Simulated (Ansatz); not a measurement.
Here is the system:

SrZrO$_{3}$:
```xyz
5
Lattice="4.0958 0.0000 0.0000 0.0000 4.0958 0.0000 0.0000 0.0000 4.0958" Properties=species:S:1:pos:R:3 pbc="T T T"
Sr     2.0479     2.0479     2.0479
Zr     0.0000     0.0000     0.0000
O      0.0000     2.0479     0.0000
O      2.0479     0.0000     0.0000
O      0.0000     0.0000     2.0479
```

This is the LDA-relaxed structure.

All from DFT-LDA in the program Ansatz with PAW potentials, unless another level is named. Predict the band gap.

3.32 eV (indirect).

Give the electron effective mass, band 2 of 3 at the edge.

0.34 along [100], 0.53 along [110], 0.44 along [111] (mₑ).

What about the electron effective mass, band 1 of 3 at the edge?

2.3 along [100], 0.66 along [110], 0.54 along [111] (mₑ).

Next, the weight of the valence-edge state by species (Voronoi cells)?

O 99 %.

Space group Pm-3m (cubic perovskite). The first step of the workflow began from a Materials Project structure, measured or hypothetical; the Crystallography Open Database files this formula in space group No. 221, but the cells were not matched. Its standing as an ambient phase is unchecked. The cell was relaxed with LDA under the symmetry of its start. At this level the phase is dynamically unstable (imaginary phonons). The run is not spin-polarised. Spin–orbit coupling is left out wherever it is not named.

Potentials: the later of the program's two PAW sets.
